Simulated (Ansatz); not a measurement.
Starting cell, W (bcc, W type):

```
CELL_PARAMETERS angstrom
     -3.18352     3.18352     3.18352
      0.00000     0.00000     3.18352
      0.00000     3.18352     0.00000
ATOMIC_POSITIONS crystal
  W  0.00000 0.00000 0.00000
  W  0.50000 0.00000 0.00000
```

The atoms are displaced by Q × the pattern below (from a DFPT mode at H = (0.5, 0.5, 0.5), largest move 1; Q in Å), at fixed cell. It is one choice among 3 degenerate patterns. (q is in reciprocal vectors of the primitive cell; the cell shown is doubled to hold the pattern.)

| atom | x | y | z |
|---|---|---|---|
| W1 | 0.000 | 0.000 | -1.000 |
| W2 | 0.000 | 0.000 | 1.000 |

Method: PBE (plane waves to 420 eV, PAW, scalar-relativistic; Ansatz, an electronic-structure program). k mesh 20×20×20 (Γ-centred), Fermi-Dirac smearing 0.05 eV. The energy includes the smearing's −TS. Stress and pressure are positive under compression. With partly filled bands, energies and forces of such displacements shift with the k mesh and the smearing. Spin-orbit coupling is left out, though W is heavy. W is run without spin polarisation. W was relaxed with its symmetry unable to fall. ΔE is measured from the undisplaced structure.

| Q (Å) | P (GPa) | −dE/dQ from forces (eV/Å) | ΔE (eV/cell) |
|---|---|---|---|
| -0.280 | [?] | 9.895 | 1.524 |
| -0.233 | 19.6 | 8.689 | 1.093 |
| -0.187 | [?] | 7.550 | [?] |
| -0.140 | 7.4 | 5.773 | 0.400 |
| -0.093 | 3.3 | 3.804 | 0.177 |
| -0.047 | 0.9 | 1.893 | 0.044 |
| 0.000 | 0.0 | 0.000 | 0.000 |
| 0.047 | 0.9 | -1.893 | 0.044 |
| 0.093 | 3.3 | -3.804 | 0.177 |
| 0.140 | 7.4 | -5.773 | 0.400 |
| 0.187 | [?] | -7.550 | [?] |
| 0.233 | 19.6 | -8.689 | 1.093 |
| 0.280 | [?] | -9.895 | 1.524 |

**Question.** Complete the blanks.

**Answer.** 
- -0.280, P (GPa): 27.1
- -0.187, P (GPa): 13.0
- -0.187, ΔE (eV/cell): 0.712
- 0.187, P (GPa): 13.0
- 0.187, ΔE (eV/cell): 0.712
- 0.280, P (GPa): 27.1

(A displaced cell: forces are minus the slopes of the energy, force constants its curvatures, and phonons follow from these.)
